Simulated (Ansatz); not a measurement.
LuAl$_{2}$Ge$_{2}$:
```xyz
5
Lattice="4.2258 0.0000 0.0000 -2.1129 3.6596 0.0000 0.0000 0.0000 6.4548" Properties=species:S:1:pos:R:3 pbc="T T T"
Al     0.0000     2.4398     4.1827
Al     2.1129     1.2199     2.2722
Lu     0.0000     0.0000     0.0000
Ge     0.0000     2.4398     1.6344
Ge     2.1129     1.2199     4.8204
```

Relaxed with r²SCAN. Special points in fractions of this cell's reciprocal vectors: Γ (0.000, 0.000, 0.000); M (0.500, 0.000, 0.000); K (0.333, 0.333, 0.000); A (0.000, 0.000, 0.500); L (0.500, 0.000, 0.500); H (0.333, 0.333, 0.500).

Question: List the band energies nearest the Fermi level at these points for r²SCAN with spin–orbit coupling (plane waves, PAW; program Ansatz).

Answer: In eV from the Fermi level; about four levels below and three above (degenerate sets whole), none deeper than 8.9 eV; points with the same levels are listed once.

| k | below | above |
|---|---|---|
| Γ | -0.65 -0.65 -0.50 -0.50 | 0.60 0.60 0.69 0.69 |
| M | -2.66 -2.66 -1.48 -1.48 | 2.03 2.03 2.27 2.27 |
| K | -3.56 -3.56 -3.20 -3.20 | 0.73 0.73 2.40 2.40 |
| A | -1.97 -1.97 -0.34 -0.34 | 0.38 0.38 0.42 0.42 |
| L | -1.55 -1.55 -0.82 -0.82 | 0.15 0.15 1.51 1.51 |
| H | -2.37 -2.37 -2.37 -2.37 | 0.84 0.84 0.88 0.88 |

Space group P-3m1. The workflow started from an entry of the Crystallography Open Database (COD). Whether it is the stable phase at ambient conditions was not checked. The cell was relaxed with r²SCAN under the symmetry of its start; whether a distortion lowers the energy is not shown.

Potentials: the later of the program's two PAW sets.
